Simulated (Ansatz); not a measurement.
Consider a crystal of Yb2B2Mo in space group P-6m2 (No. 187), with Yb on 1f and 1c; B on 1b and 1e; Mo on 1a.

Theory: DFT PBE, scalar-relativistic, plane waves, PAW (Ansatz). Cutoff 420 eV, Γ-centred mesh, Gaussian smearing, no spin polarisation.

Energies over the elements count from the elements' standard structures at the same level, with no fitted energy shifts.

Q: Predict the relaxed structure.

A:

Space group P-6m2 (No. 187). a = 4.519 Å, b = 4.519 Å, c = 4.686 Å, α = 90.00°, β = 90.00°, γ = 120.00°
| atom | site | symmetry | x | y | z |
| --- | --- | --- | --- | --- | --- |
| Yb | 1f | -6m2 | 0.6667 | 0.3333 | 0.5000 |
| Yb | 1c | -6m2 | 0.3333 | 0.6667 | 0.0000 |
| B | 1b | -6m2 | 0.0000 | 0.0000 | 0.5000 |
| B | 1e | -6m2 | 0.6667 | 0.3333 | 0.0000 |
| Mo | 1a | -6m2 | 0.0000 | 0.0000 | 0.0000 |

Yb on its first site has 2 B at 2.34 Å, 3 B at 2.61 Å, 6 Mo at 3.51 Å and 6 Yb at 3.51 Å; Yb on its second site is surrounded by 3 Mo at 2.61 Å and 3 B at 2.61 Å; B on its first site is surrounded by 2 Mo at 2.34 Å and 3 Yb at 2.61 Å; around Mo lie 2 B at 2.34 Å, 3 B at 2.61 Å, 3 Yb at 2.61 Å and 6 Yb at 3.51 Å; 1 more site not described. Another local minimum with the same sites may exist.

Q: And its energy and gap?

A: The energy over the elements is +0.42 eV/atom. The gap on the 12×12×8 mesh of the 5-atom cell is 0 eV (a metal). The separate elements lie lower, so it is unstable against them.

The last run used Gaussian smearing of 0.10 eV. The 4f shell of Yb is treated without a Hubbard U. Trial moments died out on the coarse mesh, so the last step has no spin; another magnetic start might hold. A structure relaxed within its symmetry needn't be a true minimum. Another cell of Yb2B2Mo relaxed alike, in P-3m1, lies 0.40 eV/atom lower, so this cell isn't the stable form at this level.
